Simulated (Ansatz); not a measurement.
KF (CsCl type, Pm-3m), DFT-LDA in the program Ansatz with PAW potentials. The conduction-band minimum lies at Γ, with 1 equivalent valley. Second derivatives d²E/dk² of the lowest band at one valley (eV·Å²), along Cartesian directions:

| direction | d²E/dk² |
|---|---|
| [100] | 15.73 |
| [010] | 15.73 |
| [001] | 15.73 |
| [110] | 15.73 |
| [101] | 15.73 |
| [011] | 15.73 |

Find the principal effective masses, the density-of-states mass and the conductivity mass.

Off-diagonal terms follow from H_xy = H[110] − (H_xx + H_yy)/2, and m*/mₑ = 7.620 eV·Å² over each eigenvalue: 0.48, 0.48, 0.48. One valley's DOS mass (m₁m₂m₃)^(1/3) = 0.48, conductivity mass 3/(Σ 1/mᵢ) = 0.48 mₑ.

What effective density of states Nc follows at 300 K for parabolic valleys?

Nc = 2.509e19 × 1 × (0.48)^(3/2) ≈ 8.3e18 cm⁻³.

With the computed static dielectric constant 8.02 (mean of the diagonal), estimate a hydrogenic donor's binding energy and radius.

E = 13.606 eV × 0.48/8.02² ≈ 100 meV; a = 0.529 Å × ε/m* ≈ 8.8 Å. Semilocal masses tend to be too small where the gap is.

With ε∞ = 2.31 and ω_LO = 337 cm⁻¹, what Fröhlich coupling constant follows?

α = (1/ε∞ − 1/ε0) √(m* × 13.606 eV/ħω_LO) = 3.8.

The first step of the workflow began from a Materials Project structure, measured or hypothetical; the Crystallography Open Database copy checked does not list it. It is not the phase usual at ambient conditions (space group No. 225). Symmetry was held in the LDA relaxation; phonons on a q-mesh show no instability.

Potentials: the later of the program's two PAW sets.
